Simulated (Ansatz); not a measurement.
# WS₂: field gradients at two levels of theory

Cell: an entry of the Crystallography Open Database (COD), its atoms then relaxed with PBE in this cell.

Space group P6_3/mmc (No. 194); a = 3.1532, c = 12.3230 Å, γ = 120.00°.

| site | Wyckoff | site symmetry | x | y | z |
| --- | --- | --- | --- | --- | --- |
| W | 2c | -6m2 | 0.3333 | 0.6667 | 0.2500 |
| S | 4f | 3m. | 0.3333 | 0.6667 | 0.6221 |

One atom of each set is listed.

First run. Level of theory: DFT, PBE, plane waves and PAW, scalar-relativistic, collinear spin, 420 eV cutoff, Γ-centred 16×16×4 k-points, Fermi–Dirac smearing 0.02 eV (Ansatz 0.2.0). Start moments as typed (μB): 2 on each W, none on the rest.

```json
{"site": "W", "V_zz (10²¹ V/m²)": "-16.96", "η": "0.00"}
{"site": "S", "V_zz (10²¹ V/m²)": "-4.29", "η": "0.00"}
```

Second run. The same atoms and settings, except that spin–orbit coupling is included (fully relativistic PAW files).

(1) Given the first result, estimate the second.

Results:

(1) 

```
site    V_zz     η  change of V_zz
   W  -17.48  0.00           -0.52
   S   -4.16  0.00           +0.13
```

The largest change of V_zz is on W, from -16.96 to -17.48. In per cent, |V_zz| changes by +3 on W, -3 on S (all sites that start above 0.5).

For the first run: The start moments die out, and the run ends without spin.
